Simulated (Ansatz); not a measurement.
Values for one crystal, relaxed and computed with the program Ansatz at the r²SCAN level (PAW); other levels are named.

```yaml
volume_per_atom: 18.01 Å³
electronic_character: metallic (no gap)
Pressure derivative B′: 3.7
mechanical_stability: stable (all eigenvalues of C positive)
debye_temperature_from_the_elastic_constants: 215 K
hill_bulk_and_shear_moduli: 175 and 23.7 GPa
Elastic constants (relaxed ions, GPa): C11 = 252, C12 = 137, C44 = 11.8
```

Which of these materials gives this?
A) W, Fd-3m (W on 8a, W on 16d)
B) Lu, hcp (Mg type)
C) Nb, bcc (W type)
D) K, bcc (W type)

C, Nb, bcc (W type)

Space group Im-3m (bcc (W type)). Symmetry was held in the r²SCAN relaxation. No spin polarisation was allowed. As this level gives no gap, shear constants depend on the k-mesh and smearing (Fermi–Dirac, 0.1 eV here). On the denser mesh and wider smearing of the elastic run this cell carries a stress of 0.4 GPa. Scalar-relativistic: spin–orbit coupling is off unless named, which matters more the heavier the elements.

Potentials: the earlier of the program's two PAW sets.
